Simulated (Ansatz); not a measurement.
InSn₂Sb:
```
InSn2Sb
1.0
    2.33083     1.34570     7.49064
   -2.33083     1.34570     7.49064
    0.00000    -2.69141     7.49064
In Sb Sn
1 1 2
Direct
  0.00797   0.00797   0.00797
  0.87945   0.87945   0.87945
  0.49432   0.49432   0.49432
  0.36823   0.36823   0.36823
```

Relaxed with PBEsol.

### Question
Which orbitals make up the states near the Fermi level in DFT-PBEsol in the program Ansatz with PAW potentials?

### Answer
Within 0.5 eV of the Fermi level: Sn 5p 46 %, Sb 5p 21 %, In 5p 17 %, Sn 5s 8 %. Projections are on Löwdin-orthogonalised atomic valence shells; empty p or d shells of many metals are not among them.

### Question
Tabulate the density of states.

### Answer
States/eV per cell of 4 atoms, in 0.25 eV bins, energy from the Fermi level.

| E (eV) | total | Sn 5p | Sb 5p | In 5p |
|---|---|---|---|---|
| -7.85 | 1.14 | 0.11 | 0.06 | 0.16 |
| -7.60 | 0.00 | 0.00 | 0.00 | 0.00 |
| -7.35 | 0.00 | 0.00 | 0.00 | 0.00 |
| -7.10 | 0.00 | 0.00 | 0.00 | 0.00 |
| -6.85 | 1.10 | 0.13 | 0.18 | 0.08 |
| -6.60 | 3.35 | 0.41 | 0.50 | 0.31 |
| -6.35 | 1.86 | 0.24 | 0.28 | 0.15 |
| -6.10 | 0.65 | 0.09 | 0.10 | 0.03 |
| -5.85 | 0.43 | 0.06 | 0.06 | 0.02 |
| -5.60 | 0.38 | 0.07 | 0.05 | 0.01 |
| -5.35 | 1.75 | 0.56 | 0.21 | 0.10 |
| -5.10 | 1.35 | 0.42 | 0.16 | 0.10 |
| -4.85 | 0.85 | 0.26 | 0.11 | 0.07 |
| -4.60 | 0.69 | 0.21 | 0.11 | 0.06 |
| -4.35 | 0.61 | 0.19 | 0.11 | 0.05 |
| -4.10 | 0.57 | 0.17 | 0.12 | 0.04 |
| -3.85 | 0.55 | 0.17 | 0.15 | 0.04 |
| -3.60 | 1.29 | 0.49 | 0.55 | 0.06 |
| -3.35 | 1.94 | 0.78 | 0.81 | 0.14 |
| -3.10 | 2.24 | 0.94 | 0.83 | 0.24 |
| -2.85 | 2.70 | 1.16 | 0.95 | 0.36 |
| -2.60 | 3.77 | 1.63 | 1.37 | 0.50 |
| -2.35 | 4.26 | 1.88 | 1.57 | 0.46 |
| -2.10 | 2.49 | 1.09 | 0.90 | 0.32 |
| -1.85 | 2.42 | 1.07 | 0.80 | 0.40 |
| -1.60 | 2.84 | 1.32 | 0.79 | 0.57 |
| -1.35 | 2.30 | 1.12 | 0.48 | 0.55 |
| -1.10 | 2.33 | 1.17 | 0.40 | 0.62 |
| -0.85 | 1.93 | 1.00 | 0.29 | 0.55 |
| -0.60 | 1.32 | 0.69 | 0.19 | 0.37 |
| -0.35 | 1.00 | 0.52 | 0.14 | 0.27 |
| -0.10 | 1.14 | 0.55 | 0.20 | 0.22 |
| 0.15 | 0.88 | 0.39 | 0.19 | 0.12 |
| 0.40 | 1.31 | 0.52 | 0.37 | 0.12 |
| 0.65 | 1.61 | 0.56 | 0.56 | 0.08 |
| 0.90 | 1.90 | 0.63 | 0.65 | 0.11 |
| 1.15 | 1.96 | 0.67 | 0.50 | 0.23 |
| 1.40 | 2.33 | 0.90 | 0.43 | 0.34 |
| 1.65 | 2.38 | 0.95 | 0.38 | 0.34 |
| 1.90 | 2.39 | 0.92 | 0.32 | 0.39 |
| 2.15 | 3.15 | 1.25 | 0.45 | 0.49 |
| 2.40 | 3.53 | 1.47 | 0.61 | 0.48 |
| 2.65 | 3.00 | 1.32 | 0.61 | 0.38 |
| 2.90 | 3.34 | 1.52 | 0.69 | 0.43 |
| 3.15 | 2.59 | 1.10 | 0.47 | 0.45 |
| 3.40 | 2.81 | 1.19 | 0.50 | 0.53 |
| 3.65 | 2.93 | 1.14 | 0.44 | 0.60 |
| 3.90 | 2.91 | 1.04 | 0.40 | 0.64 |
| 4.15 | 2.91 | 0.96 | 0.29 | 0.70 |
| 4.40 | 2.84 | 0.90 | 0.30 | 0.62 |

Space group R3m. The start of the workflow was typed in or built on a structure type; neither database checked (COD, Materials Project) lists it. Whether it is the stable phase at ambient conditions was not checked. The cell was relaxed with PBEsol under the symmetry of its start; whether a distortion lowers the energy is not shown. The volume moved by 31 % from the start of the relaxation. Spin–orbit coupling is left out wherever it is not named.

Potentials: the earlier of the program's two PAW sets. The files were generated under PBE; for other functionals the program regenerates the frozen cores, and for LDA and PBEsol the local potential too.
